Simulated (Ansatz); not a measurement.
MgRh (CsCl type)

```yaml
crystal:
  lattice:
    - [3.04728, 0.00000, 0.00000]
    - [0.00000, 3.04728, 0.00000]
    - [0.00000, 0.00000, 3.04728]
  atoms:
    - { symbol: Mg, position: [0.00000, 0.00000, 0.00000] }
    - { symbol: Rh, position: [0.50000, 0.50000, 0.50000] }
```

The slice is a {110} plane (indices of the conventional cell) through the point (0.500, 0.500, 0.500) (fractional), spanned by u = [100] and v = [011] in vectors of this cell: u (3.05 Å) and v (4.31 Å, at 90° to u). It covers one period; positions are fractions (u, v).

Calculation: LDA (plane waves to 420 eV, PAW, scalar-relativistic; Ansatz, a first-principles code). k mesh 15×15×15. Inside the PAW spheres the values are not all-electron values, and peaks at nuclei hang on which shells count as valence. MgRh is run without spin polarisation. MgRh was relaxed with its symmetry unable to fall.

Three fields on this plane, each scaled to ten steps between its own extremes (0 low, 9 high; the total valence density on a logarithmic scale, the potential cut 8 eV below its top; x marks points blanked near nuclei; v = 0 in the bottom row):

Map A
```
|xxxxx28982xxxx|
|xxxxx48984xxxx|
|xxxx0689860xxx|
|xxx046777640xx|
|01345433345431|
|76652xxxxx2566|
|9863xxxxxxx368|
|985xxxxxxxxx58|
|984xxxxxxxxx48|
|973xxxxxxxxx37|
|984xxxxxxxxx48|
|985xxxxxxxxx58|
|9863xxxxxxx368|
|76652xxxxx2566|
|01345433345431|
|xxx046777640xx|
|xxxx0689860xxx|
|xxxxx48984xxxx|
|xxxxx28982xxxx|
|xxxxx18981xxxx|
```

Map B
```
|xxxxx46964xxxx|
|xxxxx57975xxxx|
|xxxx7689867xxx|
|xxx878888878xx|
|77787410147877|
|67871xxxxx1787|
|8871xxxxxxx178|
|983xxxxxxxxx38|
|970xxxxxxxxx07|
|970xxxxxxxxx07|
|970xxxxxxxxx07|
|983xxxxxxxxx38|
|8871xxxxxxx178|
|67871xxxxx1787|
|77787410147877|
|xxx878888878xx|
|xxxx7689867xxx|
|xxxxx57975xxxx|
|xxxxx46964xxxx|
|xxxxx36963xxxx|
```

Map C
```
|xxxxx85458xxxx|
|xxxxx74347xxxx|
|xxxx9532359xxx|
|xxx964222469xx|
|99764211124679|
|54432xxxxx2344|
|2221xxxxxxx122|
|111xxxxxxxxx11|
|000xxxxxxxxx00|
|000xxxxxxxxx00|
|000xxxxxxxxx00|
|111xxxxxxxxx11|
|2221xxxxxxx122|
|54432xxxxx2344|
|99764211124679|
|xxx964222469xx|
|xxxx9532359xxx|
|xxxxx74347xxxx|
|xxxxx85458xxxx|
|xxxxx85458xxxx|
```

### Question
Assign the maps to these fields: electron localisation function (ELF); valence electron density; electrostatic potential energy of an electron, from the cell's mean.

### Answer
A is the electrostatic potential energy of an electron, from the cell's mean; B is the electron localisation function (ELF); C is the valence electron density.
